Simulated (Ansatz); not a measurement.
# AlN (wurtzite): scan of one atom of the cell

AlN (wurtzite)

```yaml
crystal:
  lattice:
    - [3.13030, 0.00000, 0.00000]
    - [-1.56515, 2.71092, 0.00000]
    - [0.00000, 0.00000, 5.01801]
  atoms:
    - { symbol: Al, position: [0.66667, 0.33333, 0.00337] }
    - { symbol: Al, position: [0.33333, 0.66667, 0.50337] }
    - { symbol: N, position: [0.66667, 0.33333, 0.62183] }
    - { symbol: N, position: [0.33333, 0.66667, 0.12183] }
```

In this cell atom 4 (N, nearest neighbour Al at 1.903 Å; its periodic images, 3.1 Å or more away, move with it) is moved by s along Cartesian [110], unit vector (0.707, 0.707, 0.000); all other atoms and the cell stay fixed.

All values below come from PBE (plane waves to 420 eV, PAW, scalar-relativistic; Ansatz, a program for electronic structure). k mesh 10×10×6 (Γ-centred), Fermi-Dirac smearing 0.05 eV. The energy includes the smearing's −TS. Compression counts positive. Left out: 1 of 11 points, with atoms too close for the PAW data. F∥ is the force on the atom along that direction. F⊥ is the part of the force across the line. AlN was relaxed with its symmetry unable to fall. ΔE is measured from the undisplaced structure.

```json
[
 {"s (Å)": "-0.456", "ΔE (eV/cell)": "2.497", "|F⊥| (eV/Å)": "7.077", "F∥ (eV/Å)": "14.169", "P (GPa)": "19.3"},
 {"s (Å)": "-0.342", "ΔE (eV/cell)": "1.220", "|F⊥| (eV/Å)": "3.481", "F∥ (eV/Å)": "8.570", "P (GPa)": "9.7"},
 {"s (Å)": "-0.228", "ΔE (eV/cell)": "0.478", "|F⊥| (eV/Å)": "1.393", "F∥ (eV/Å)": "4.691", "P (GPa)": "3.9"},
 {"s (Å)": "-0.114", "ΔE (eV/cell)": "0.107", "|F⊥| (eV/Å)": "0.323", "F∥ (eV/Å)": "1.971", "P (GPa)": "0.9"},
 {"s (Å)": "0.000", "ΔE (eV/cell)": "0.000", "|F⊥| (eV/Å)": "0.000", "F∥ (eV/Å)": "0.000", "P (GPa)": "0.0"},
 {"s (Å)": "0.114", "ΔE (eV/cell)": "0.089", "|F⊥| (eV/Å)": "0.298", "F∥ (eV/Å)": "-1.508", "P (GPa)": "0.7"},
 {"s (Å)": "0.228", "ΔE (eV/cell)": "0.334", "|F⊥| (eV/Å)": "1.175", "F∥ (eV/Å)": "-2.744", "P (GPa)": "2.7"},
 {"s (Å)": "0.342", "ΔE (eV/cell)": "0.709", "|F⊥| (eV/Å)": "2.635", "F∥ (eV/Å)": "-3.815", "P (GPa)": "5.8"},
 {"s (Å)": "0.456", "ΔE (eV/cell)": "1.198", "|F⊥| (eV/Å)": "4.687", "F∥ (eV/Å)": "-4.751", "P (GPa)": "9.5"},
 {"s (Å)": "0.570", "ΔE (eV/cell)": "1.785", "|F⊥| (eV/Å)": "7.308", "F∥ (eV/Å)": "-5.509", "P (GPa)": "13.8"}
]
```

Summary:

The energy at s = 0.570 Å is 1785 meV/cell and the force along the line at s = -0.456 Å is 14.2 eV/Å. The force constant k = d²E/ds² at s = 0 (finite differences) is 14.9 eV/Å². Symmetry of the curve: not even: the negative side lies higher at ±0.456 Å. Shape of the curve: a single well with its minimum at or next to zero displacement. Harmonic estimate at the end of the scan: ½ks² = 2422 meV/cell against the computed 1785 meV/cell, so the well is softer than harmonic there.

The 11 points together took around 2.2 core-minutes (rough).

(For displaced atoms, the force is minus the slope of the energy, and its curvature is a force constant, which sets phonon frequencies.)
